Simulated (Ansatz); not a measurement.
The cell below belongs to a search over invented structures; it isn't taken from experiment.

Input and command of a plane-wave DFT calculation in Ansatz:

```yaml
crystal:
  lattice:
    - [1.9160134907, 1.1062109046, 17.2898968535]
    - [-1.9160134907, 1.1062109046, 17.2898968535]
    - [0.0, -2.2124218093, 17.2898968535]
  atoms:
    - { symbol: Si, position: [0.2360784157, 0.2360784157, 0.2360784157] }
    - { symbol: Si, position: [0.6291697588, 0.6291697588, 0.6291697588] }
    - { symbol: Si, position: [0.584026272, 0.584026272, 0.584026272] }
    - { symbol: Si, position: [0.0225370712, 0.0225370712, 0.0225370712] }
    - { symbol: Si, position: [0.9774629288, 0.9774629288, 0.9774629288] }
    - { symbol: Si, position: [0.7639215843, 0.7639215843, 0.7639215843] }
    - { symbol: Si, position: [0.3708302412, 0.3708302412, 0.3708302412] }
    - { symbol: Si, position: [0.415973728, 0.415973728, 0.415973728] }
    - { symbol: Cl, position: [0.1964898289, 0.1964898289, 0.1964898289] }
    - { symbol: Cl, position: [0.8035101711, 0.8035101711, 0.8035101711] }
basis:
  ecutwfc: 420
kpoints:
  mp_grid: { grid: [12, 12, 12] }
hamiltonian:
  xc: pbe
scf:
  occupations: { method: gaussian, width: 0.02 }
output:
  forces: true
  stress: true
  eigenvalues: true
relax:
  adjacent_minimum: "off"
  f_tol: 0.01
  max_steps: 30
  cell: { stress_tol: 0.1, fix: [volume] }
```

```bash
ansatz run input.yaml --threads 1 --pin off --max-ram 2560MiB --backend cpu --events-out ev --progress --plain --runs-dir out
```

Processor: Intel(R) Xeon(R) 6975P-C (Granite Rapids), 1 thread, on a host shared with other jobs.

Problem. Estimate time, memory and problem size.

Solution. About 2.9 min, peak memory 1.2 GiB. It solves 33 bands at 189 k points (after reduction by symmetry) with about 4335 plane waves, in 25 SCF iterations over 4 ionic steps.
